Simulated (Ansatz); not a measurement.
CrClO in space group Pmmn (No. 59; Cr on 2a, Cl on 2b, O on 2b), DFT-r²SCAN+D4 in the program Ansatz with PAW potentials, all energies at zero smearing, with the estimated change up to a 700 eV cutoff added, with one set of potentials and settings (totals compare only within such a set). Cell of 6 atoms (2 Cr, 2 Cl, 2 O): -10077.142 eV.

| element | reference phase | E (eV/atom) |
|---|---|---|
| Cr | Im-3m, 2 atoms in the cell, spin-polarised | -3382.8541 |
| Cl | Cmce, 4 atoms in the cell | -1083.6978 |
| O | C2/m, 4 atoms in the cell, spin-polarised | -566.0549 |

Formation energy per atom, worked out: (-10077.142 − 2×(-3382.8541) − 2×(-1083.6978) − 2×(-566.0549))/6 = -1.988 eV/atom (-192 kJ per mol of atoms), at 0 K, without zero-point energy or fitted corrections.

The workflow started from a Materials Project entry (that database holds measured and hypothetical structures alike); the Crystallography Open Database copy checked does not list it. Whether it is the stable phase at ambient conditions was not checked. The cell was relaxed with r²SCAN+D4 under the symmetry of its start; whether a distortion lowers the energy is not shown. The final state is ferromagnetic, chosen from 4 collinear starts compared on coarse meshes (ties went to the first, and starts can fall back to one state), not a proven ground state. Other orbital occupations within this spin state were not tried. No Hubbard U is applied. The references are the lowest solids computed at this level, not always the standard phases (solids in place of the gases).

Potentials: the later of the program's two PAW sets.
